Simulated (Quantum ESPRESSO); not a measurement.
# Kohn-Sham bands of SrClF (P4/nmm)

```
CELL_PARAMETERS angstrom
      4.12963     0.00000     0.00000
      0.00000     4.12963     0.00000
      0.00000     0.00000     6.97661
ATOMIC_POSITIONS crystal
  Sr 0.00000 0.50000 0.79950
  Sr 0.50000 0.00000 0.20050
  Cl 0.50000 0.00000 0.64490
  Cl 0.00000 0.50000 0.35510
  F  0.50000 0.50000 0.00000
  F  0.00000 0.00000 0.00000
```

Structure: Materials Project mp-22957, symmetrised, not relaxed again. COD (Crystallography Open Database) has an entry of this formula and space group (matched by these alone). Level: PBEsol, no spin polarisation, no spin-orbit coupling; pw.x of Quantum ESPRESSO at 68 Ry with PseudoDojo potentials, 4×4×4 k-points, Wannier90. Density: 8×8×6 mesh, cold smearing 0.01 Ry.

### Question
List the Kohn-Sham levels between −8 and 8.8 eV relative to the valence-band maximum at the high-symmetry points, as a band run of pw.x on that density gives them (levels within 2 meV counted together).

### Answer
```tsv
point	k (reciprocal lattice)	levels (eV)
Γ	0.000 0.000 0.000	-2.92, -2.81 (×2), -2.52, -1.77 (×2), -1.34, -0.92 (×2), 0.00, 0.00 (×2), 5.78, 5.95, 7.29, 7.66, 7.84, 8.25, 8.66, 8.75
X	0.000 0.500 0.000	-2.74 (×2), -2.38 (×2), -2.35 (×2), -1.25 (×2), -0.63 (×2), -0.29 (×2), 6.98 (×2), 7.75 (×2), 8.39 (×2), 8.56 (×2)
M	0.500 0.500 0.000	-3.01 (×2), -2.18 (×2), -1.79 (×2), -1.69 (×2), -0.69 (×2), -0.35 (×2), 7.75 (×2), 8.16 (×2)
Z	0.000 0.000 0.500	-3.01, -2.81 (×2), -2.53, -1.84 (×2), -0.95, -0.79 (×2), -0.60, -0.06 (×2), 6.56, 6.59, 7.04, 7.65, 8.05, 8.44, 8.49
R	0.000 0.500 0.500	-2.63 (×2), -2.53 (×2), -2.41 (×2), -1.38 (×2), -0.59 (×2), -0.16 (×2), 7.10 (×2), 8.25 (×2), 8.42 (×2)
A	0.500 0.500 0.500	-3.18 (×2), -2.24 (×2), -1.69 (×2), -1.67 (×2), -0.55 (×2), -0.44 (×2), 8.28 (×2), 8.46 (×2)
```
